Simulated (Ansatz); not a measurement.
LiTaO3:
```
CELL_PARAMETERS angstrom
      2.56942     1.48345     4.58867
     -2.56942     1.48345     4.58867
      0.00000    -2.96691     4.58867
ATOMIC_POSITIONS crystal
  Li 0.28213 0.28213 0.28213
  Li 0.78213 0.78213 0.78213
  Ta 0.99905 0.99905 0.99905
  Ta 0.49905 0.49905 0.49905
  O  0.61726 0.22519 0.86456
  O  0.22519 0.86456 0.61726
  O  0.86456 0.61726 0.22519
  O  0.11726 0.36456 0.72519
  O  0.72519 0.11726 0.36456
  O  0.36456 0.72519 0.11726
```

This is the PBEsol-relaxed structure. Tensor components refer to the Cartesian frame of this cell.

All from plane-wave PAW PBEsol (Ansatz code), unless another level is named. Estimate the HSE06 gap on the PBEsol cell.

5.37 eV.

And the smallest direct gap on the standard path?

3.82 eV.

Next, the gap with spin–orbit coupling?

3.67 eV.

And the band gap?

3.79 eV (indirect).

Give the formation energy from the elements (no fitted shifts).

-2.73 eV/atom.

Predict the valence-band maximum.

off the standard path, at k = (0.135, 0.167, 0.177) in fractions of the reciprocal vectors.

Space group R3c. Symmetry was held in the PBEsol relaxation. No spin polarisation was allowed. The references are the lowest solids computed at this level, not always the standard phases (solids in place of the gases). Scalar-relativistic: spin–orbit coupling is off unless named, which matters more the heavier the elements.

Potentials: the earlier of the program's two PAW sets. The files were generated under PBE; for other functionals the program regenerates the frozen cores, and for LDA and PBEsol the local potential too.
